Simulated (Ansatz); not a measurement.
**CuClO: input and output**

input.yaml (Ansatz 0.2.0)

```yaml
crystal:
  lattice:
    - [3.60980211, 0.0, 0.0]
    - [0.0, 3.3238394, 0.0]
    - [0.0, 0.0, 8.12991758]
  atoms:
    - { symbol: Cu, position: [0.25, 0.75, 0.1108], spin: 1, spin_axis: [-0.48162, 0.79164, 0.37595] }
    - { symbol: Cu, position: [0.75, 0.25, 0.8892], spin: 1, spin_axis: [-0.2191, 0.68003, 0.69968] }
    - { symbol: O, position: [0.25, 0.25, 0.945] }
    - { symbol: O, position: [0.75, 0.75, 0.055] }
    - { symbol: Cl, position: [0.25, 0.25, 0.328] }
    - { symbol: Cl, position: [0.75, 0.75, 0.672] }
  symmetry: { tolerance: 0.0003 }
kpoints:
  mp_grid: { grid: [6, 7, 3], shift: [0, 0, 0] }
  band_path:
    path:
      - [0.0, 0.0, 0.0]
      - [0.0, 0.5, 0.0]
      - [-0.5, 0.5, 0.0]
      - [-0.5, 0.0, 0.0]
      - [0.0, 0.0, 0.0]
      - [0.0, 0.0, 0.5]
      - [0.0, 0.5, 0.5]
      - [-0.5, 0.5, 0.5]
      - [-0.5, 0.0, 0.5]
      - [0.0, 0.0, 0.5]
      - [0.0, 0.5, 0.0]
    npoints: 6
magnetization:
  noncollinear: true
  spin_orbit: false
scf:
  occupations: { method: fermi_dirac }
  lower_state_search: "off"
  max_iter: 200
hamiltonian:
  pseudopotentials: { kind: paw }
  xc: lda
basis:
  ecutwfc: 420
  fft_grid_basis: typed
output:
  forces: true
  stress: true
  eigenvalues: true
  bader: true
  populations: true
  elf: true
  write_potential: true
  volumetric_format: npy
  dos:
    e_range: [-12, 8]
    de: 0.05
    projected: { site_lists: { Cl: [Cl], Cu: [Cu], O: [O] } }
    method: { smearing: { sigma: 0.1, scheme: gaussian } }
checkpoint:
  read: saved_state
```

The run starts from an earlier solution of this cell. The state carries no moments; the state need not be the lowest.

Excerpt of what it printed:

```
Pseudopotentials: kind: paw
Pseudopotential: Cu, paw, valence charge 19, recommended cutoff 420 eV (normal), Cu.paw.azcp
Pseudopotential: O, paw, valence charge 6, recommended cutoff 420 eV (normal), O.paw.azcp
Pseudopotential: Cl, paw, valence charge 7, recommended cutoff 420 eV (normal), Cl.paw.azcp
Functional definition: SPW92
  exchange = slater_x
  correlation = pw_c
Crystal: 6 atoms, lattice volume = 97.546 Å³
Basis set: ecut = 420 eV, 1901 PW (Γ)
Bands: 78, of which v1, the nominal top of the filled ones, is band 64 counted from 1 (63 counted from 0)
Symmetry: 8 space group operations + 8 with time reversal
Moments: of one size on atoms that these operations exchange, one fixing the others by the rotation that the starting moments gave each, and all in one plane where the starting moments lie in one or along one axis (crystal.symmetry.detect: false holds none)
k-points: 32 of 126
Initial density: read from a saved state, or passed on in memory by an earlier SCF of this step, an earlier step, the calling program or the single point that the run made first
Starting moments: Σ|m| = 2 μB on 2 of 6 sites; this step starts from the density that it was given
Functional: x = slater, c = lda
SCF iter   1: F=—  Δρ=1.19e-2  dr2=9.27e-3  dr2_m=2.56e-2  |M|=3.86e-4 ∫|m|=8.29e-3 μB
SCF iter   2: F=—  Δρ=8.40e-3  dr2=6.33e-3  dr2_m=1.25e-2  |M|=1.31e-3 ∫|m|=4.80e-3 μB
SCF iter   3: F=—  Δρ=6.30e-3  dr2=1.22e-2  dr2_m=6.13e-3  |M|=1.89e-3 ∫|m|=3.36e-3 μB
SCF iter   4: F=—  Δρ=2.69e-3  dr2=3.58e-3  dr2_m=2.98e-3  |M|=1.98e-3 ∫|m|=2.81e-3 μB
SCF iter   5: F=—  Δρ=1.89e-3  dr2=6.25e-5  dr2_m=1.46e-3  |M|=1.86e-3 ∫|m|=2.47e-3 μB
SCF iter   6: F=—  Δρ=1.32e-3  dr2=2.80e-6  dr2_m=7.18e-4  |M|=1.72e-3 ∫|m|=2.18e-3 μB
SCF iter   7: F=—  Δρ=9.27e-4  dr2=1.93e-7  dr2_m=3.53e-4  |M|=1.59e-3 ∫|m|=1.95e-3 μB
SCF iter   8: F=—  Δρ=6.50e-4  dr2=4.68e-8  dr2_m=1.74e-4  |M|=1.46e-3 ∫|m|=1.74e-3 μB
SCF iter   9: F=—  Δρ=4.56e-4  dr2=9.18e-9  dr2_m=8.54e-5  |M|=1.33e-3 ∫|m|=1.57e-3 μB
SCF iter  10: F=—  Δρ=3.20e-4  dr2=1.69e-8  dr2_m=4.21e-5  |M|=1.22e-3 ∫|m|=1.42e-3 μB
SCF iter  11: F=—  Δρ=9.07e-5  dr2=1.52e-5  dr2_m=5.88e-8  |M|=7.64e-4 ∫|m|=8.49e-4 μB
SCF iter  12: F=-16306.8314 eV  Δρ=1.27e-5  dr2=6.73e-8  dr2_m=6.92e-8  |M|=8.15e-4 ∫|m|=9.09e-4 μB
SCF iter  13: F=—  Δρ=1.80e-5  dr2=2.94e-7  dr2_m=3.92e-8  |M|=6.39e-4 ∫|m|=7.09e-4 μB
SCF iter  14: F=—  Δρ=1.77e-5  dr2=3.70e-7  dr2_m=3.10e-8  |M|=5.76e-4 ∫|m|=6.36e-4 μB
SCF iter  15: F=-16306.8314 eV  Δρ=4.56e-6  dr2=2.32e-8  dr2_m=3.27e-9  |M|=2.07e-4 ∫|m|=2.27e-4 μB
SCF iter  16: F=-16306.8314 eV  Δρ=7.17e-7  dr2=3.72e-10  dr2_m=2.31e-10  |M|=6.56e-5 ∫|m|=7.00e-5 μB
SCF iter  17: F=-16306.8314 eV  Δρ=1.76e-7  dr2=2.94e-11  dr2_m=1.53e-11  |M|=1.59e-5 ∫|m|=1.72e-5 μB
Magnetization: |M| = 0.0000 μB,  M = ( 0.0000, +0.0000, +0.0000) μB
Absolute magnetization: 0.0000 μB (∫|m|, with the PAW one-centre terms)
  site 0: m = ( 0.0000, +0.0000, +0.0000) μB, |m| = 0.0000 μB  (R = 0.77 Å)
  site 1: m = ( 0.0000, +0.0000, +0.0000) μB, |m| = 0.0000 μB  (R = 0.77 Å)
  site 2: m = ( 0.0000, +0.0000, +0.0000) μB, |m| = 0.0000 μB  (R = 0.77 Å)
  site 3: m = ( 0.0000, +0.0000, +0.0000) μB, |m| = 0.0000 μB  (R = 0.77 Å)
  site 4: m = ( 0.0000, +0.0000, +0.0000) μB, |m| = 0.0000 μB  (R = 1.00 Å)
  site 5: m = ( 0.0000, +0.0000, +0.0000) μB, |m| = 0.0000 μB  (R = 1.00 Å)
Free energy (F): -16306.8314 eV
Harris-Foulkes:  -16306.8314 eV  (|F-HF|=1.82e-11)
Internal energy: -16306.6492 eV  (E = F + TS)
E sigma→0 (E₀):  -16306.7403 eV
Entropy (-TS):   -0.1822 eV (-30.362 meV/atom)
Fermi energy:    4.6819 eV
--- Per-component energies (eV) ---
  E_band       = -1224.8990
  E_kinetic    = 1252.5449
  E_local      = -17482.4937  (includes V_loc(G=0)·N_el)
  E_nonlocal   = 935.9725
  E_hartree    = 7831.7718
  E_xc         = -528.7296
  E_vxc        = -652.1807  (∫ρ·V_xc dr)
  E_paw        = -4713.6643  (= ΣΔE_a)
  E_vpaw       = -942.2903  (= ΣTr[D̂ρ^β])
  E_aug_tail   = 0.0052  (compensation charges beyond the density's cutoff)
  E_ewald      = -3603.5302
  E_core_change = 1.4741  (= ΣΔE_core)
  E_smearing   = -0.1822  (= −TS)
--- Forces (eV/Å), atoms counted from 1 ---
  atom   1  Cu     0.0000     0.0000     0.3890
  atom   2  Cu     0.0000     0.0000    -0.3890
  atom   3  O      0.0000     0.0000     0.4175
  atom   4  O      0.0000     0.0000    -0.4175
  atom   5  Cl     0.0000     0.0000    -1.0150
  atom   6  Cl     0.0000     0.0000     1.0150
--- Stress (GPa, compression-positive) ---
       -4.4355       0.0000       0.0000
        0.0000     -10.1622       0.0000
        0.0000       0.0000     -10.4721
  P = ⅓ Tr σ = -8.3566 GPa (-83.566 kbar)
--- Löwdin populations: 6 sites ---
  site symbol       q [e]
     0     Cu     17.8146
     1     Cu     17.8146
     2      O      6.7520
     3      O      6.7520
     4     Cl      7.2682
     5     Cl      7.2682
  spilling = 0.0052 (of n_electrons = 64.0000)
--- Bader charges: 6 sites ---
  site symbol  charge [e]  shift [e]  m_x [muB]  m_y [muB]  m_z [muB]
     0     Cu      1.1397     0.0044     0.0000     0.0000     0.0000
     1     Cu      1.1396     0.0044     0.0000     0.0000     0.0000
     2      O     -0.8255     0.0052     0.0000     0.0000     0.0000
     3      O     -0.8255     0.0052     0.0000     0.0000     0.0000
     4     Cl     -0.3142     0.0008     0.0000     0.0000     0.0000
     5     Cl     -0.3142     0.0008     0.0000     0.0000     0.0000
```

Origin: a known structure type with other elements, at an estimated volume, so it need not be a known compound.
